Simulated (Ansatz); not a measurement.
**SnSe2: ¹¹⁹Sn Mössbauer parameters**

Cell: an entry of the Crystallography Open Database (COD), its atoms then relaxed with PBE in this cell.

```xyz
3
Lattice="3.8110 0.0000 0.0000 -1.9055 3.3004 0.0000 0.0000 0.0000 6.1360" Properties=species:S:1:pos:R:3 pbc="T T T"
Sn    0.0000    0.0000    0.0000
Se    0.0000    2.2003    1.6058
Se    1.9055    1.1001    4.5302
```

Atom numbers follow the list; atoms alike are taken as one site, whose name carries the number of the first.

All values are calculated (Ansatz; DFT, r2SCAN, plane waves and PAW, scalar-relativistic, 500 eV cutoff, Γ-centred 13×13×7 k-points, Fermi–Dirac smearing 0.02 eV), not measured.

Isomer shifts (against SnO₂) follow from the electron density at the nucleus, δ = α(ρ − ρ₀), with α = 0.093 mm s⁻¹ a₀³ and ρ₀ = 183072.84 a₀⁻³ from a line fitted to 8 measured compounds at this level of theory (rms miss 0.14 mm/s). ΔE_Q = ½eQV_zz(1 + η²/3)^½ with Q = -0.132 b for the 23.9 keV state.

**Question.** Where do the absorption lines lie?

**Answer.** Sn (1 atom a cell): δ = 1.37, |ΔE_Q| = 0.01 mm/s, a single line at 1.37 mm/s.

The largest force is 0.3 eV/Å, so the atoms aren't at the calculated equilibrium and relaxing them would move these values. Without spin–orbit coupling (the program notes it for Sn) the gradients can shift somewhat, as the gap is small. With these PAW files V_zz is typically within 2 to 3 % of all-electron values, but misses above 10 % occur on Sn.
